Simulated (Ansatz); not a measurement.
Given:

MgTe:
```cif
data_MgTe
_chemical_formula_sum 'Te1 Mg1'
_space_group_name_H-M_alt 'P 1'
_space_group_IT_number 1
_cell_length_a 4.60256
_cell_length_b 4.60256
_cell_length_c 4.60256
_cell_angle_alpha 60.000
_cell_angle_beta 60.000
_cell_angle_gamma 60.000
loop_
_space_group_symop_operation_xyz
  'x, y, z'
loop_
_atom_site_label
_atom_site_type_symbol
_atom_site_fract_x
_atom_site_fract_y
_atom_site_fract_z
_atom_site_occupancy
Te1 Te 0.75000 0.75000 0.75000 1
Mg1 Mg 0.00000 0.00000 0.00000 1
```

This is the PBE-relaxed structure.

Problem. All from PBE (plane waves, PAW; program Ansatz), unless another level is named. Predict the vibrational entropy at 300 K.

Solution. 39.0 J/(K·mol of atoms).

Problem. What about the Poisson's ratio?

Solution. 0.34.

Problem. Give the highest zone-centre frequency (without LO–TO term).

Solution. 230 cm⁻¹.

Space group F-43m (zinc blende). The PBE relaxation kept the symmetry of its start; phonons on a q-mesh show no instability. Spin–orbit coupling is left out wherever it is not named.

Potentials: the later of the program's two PAW sets.
